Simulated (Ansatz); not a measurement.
A 5-atom cell of Sr3BiN (Pm-3m) from a materials database, relaxed with r2SCAN, was run in the PAW code Ansatz under altered settings. All numbers are computed, without spin polarisation but where a row says otherwise.

```xyz
5
Lattice="5.2249 0.0000 0.0000 0.0000 5.2249 0.0000 0.0000 0.0000 5.2249" Properties=species:S:1:pos:R:3 pbc="T T T"
Sr    2.6125    2.6125    0.0000
Sr    0.0000    2.6125    2.6125
Sr    2.6125    0.0000    2.6125
Bi    0.0000    0.0000    0.0000
N     2.6125    2.6125    2.6125
```

The base run's other keys:
```yaml
kpoints:
  mp_grid: { grid: [4, 4, 4] }
hamiltonian:
  xc: r2scan
  pseudopotentials: { azcp: { folder: soft_1 } }
scf:
  occupations: { method: fixed }
  n_extra_bands: 5
```

It takes 9 iterations with 3695 plane waves at 500 eV and 10 k points, and leaves a mean stress of -0.01 GPa. The gap over this mesh is 0.599 eV. It ran on 4 threads of Arm Neoverse V1, with other jobs on the host.

Outcomes, with energy and stress as changes against the base:
```
                               setting            outcome  ΔF (meV/atom)  Δ mean stress (GPa)  gap on the mesh (eV)  iterations  wall time
                      basis.xc_grid: 1          converged            0.0                -0.01                 0.600           9      2.5 s
scf.occupations: methfessel_paxton 0.5          converged           +1.9                -0.02                 0.592           9        3 s
                    scf.mixing.ndim: 1          converged            0.0                 0.00                 0.599          20      4.3 s
scf.occupations: methfessel_paxton 0.2          converged           +0.1                 0.00                 0.596           9        3 s
             scf.occupations: cold 0.2          converged            0.0                 0.00                 0.599          14      4.3 s
          hamiltonian.dispersion: d3bj  converged, warned           -147                -0.86                 0.599           9        3 s
                    basis.ecutwfc: 300  converged, warned            +48                -0.06                 0.601           9      1.6 s
                  scf.mixing.beta: 1.0          converged            0.0                 0.00                 0.599          10      3.2 s
       kpoints.mp_grid.grid: [5, 5, 5]          converged           -2.5                -0.01                 0.597           9        3 s
        scf.occupations: gaussian 0.05          converged            0.0                 0.00                 0.599           9        3 s
         hamiltonian.dispersion: rvv10          converged              –                -0.69                 0.568           9        5 s
                scf.mixing.beta: 0.005  converged, warned            0.0                 0.00                 0.599           9      7.9 s
```
A dash marks a value that wasn't obtained or can't be compared. Stress is positive in compression. The base took 3.1 s.

- scf.occupations: methfessel_paxton 0.5. The free energy moves by +1.9 meV an atom, the mean stress by -0.02 GPa and the gap on the mesh by -0.006 eV (to 0.592). The term −TS is +8.9 meV an atom, of a sign that arises since this scheme's broadening is partly negative. The width begins to be felt.
- hamiltonian.dispersion: d3bj. The free energy moves by -147 meV an atom, the mean stress by -0.86 GPa and the gap on the mesh by 0.000 eV (to 0.599). A pairwise correction adds to energy, forces and stress and leaves the bands alone. Warned: dispersion damping borrowed.
- basis.ecutwfc: 300. 1743 plane waves in place of 3695. The free energy moves by +48 meV an atom, the mean stress by -0.06 GPa and the gap on the mesh by +0.003 eV (to 0.601). The basis is too small: these are errors of the cutoff. Warned: cutoff below recommended.
- hamiltonian.dispersion: rvv10. The mean stress moves by -0.69 GPa and the gap on the mesh by -0.031 eV (to 0.568).
- scf.mixing.beta: 0.005. It converges in 9 iterations, as the base does. This key steers the way to the solution, not the solution: the results stay as they were. A lower state may exist. Warned: negative dielectric reading.

Within 1 meV an atom, 0.1 GPa and 0.005 eV of the base stay: basis.xc_grid: 1; scf.mixing.ndim: 1; scf.occupations: methfessel_paxton 0.2; scf.occupations: cold 0.2; scf.mixing.beta: 1.0; scf.occupations: gaussian 0.05; scf.mixing.beta: 0.005.

Spin-orbit coupling is left out; in compounds of Pb, Bi, Tl or Hg it can lower a gap by up to about 1 eV, split its edges or invert the bands.

The PAW potentials are those of the set soft_1; totals can't be set beside those of other sets.
